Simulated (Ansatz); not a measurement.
Relaxed-ion elastic tensor of BeS (zinc blende, F-43m) in GPa (Voigt order), PBEsol in the plane-wave PAW code Ansatz; density 2.41 g/cm³, 14.15 Å³ per atom.

```tsv
	1	2	3	4	5	6
1	161	65.6	65.6	0.0	0.0	0.0
2	65.6	161	65.6	0.0	0.0	0.0
3	65.6	65.6	161	0.0	0.0	0.0
4	0.0	0.0	0.0	83.0	0.0	0.0
5	0.0	0.0	0.0	0.0	83.0	0.0
6	0.0	0.0	0.0	0.0	0.0	83.0
```

Problem. Is the crystal mechanically stable?

Solution. Yes: the smallest eigenvalue of C is 83.0 GPa.

Problem. Work out the Voigt, Reuss and Hill averages.

Solution. K_V = 97.2, K_R = 97.2, K_H = 97.2; G_V = 68.8, G_R = 63.9, G_H = 66.3 GPa.

Problem. Give Young's modulus, Poisson's ratio, Pugh's ratio and the universal anisotropy index.

Solution. E = 9KG/(3K + G) = 162 GPa; ν = 0.22; K/G = 1.47 (brittle by the Pugh limit of 1.75); A_U = 5G_V/G_R + K_V/K_R − 6 = 0.38.

Problem. Estimate the sound speeds and the Debye temperature.

Solution. v_l = √((K + 4G/3)/ρ) = 8780 m/s, v_t = √(G/ρ) = 5250 m/s, mean 5810 m/s; Θ = (h/k)(3n/4πV)^(1/3) v_m = 715 K.

Problem. Give the Zener ratio and Young's modulus along [100], [110] and [111].

Solution. A = 2C44/(C11 − C12) = 1.75; 1/E = S11 − 2(S11 − S12 − S44/2)Γ with Γ = 0, 1/4, 1/3 gives 122, 169, 194 GPa.

The cell was relaxed with PBEsol under the symmetry of its start.

Potentials: the later of the program's two PAW sets.
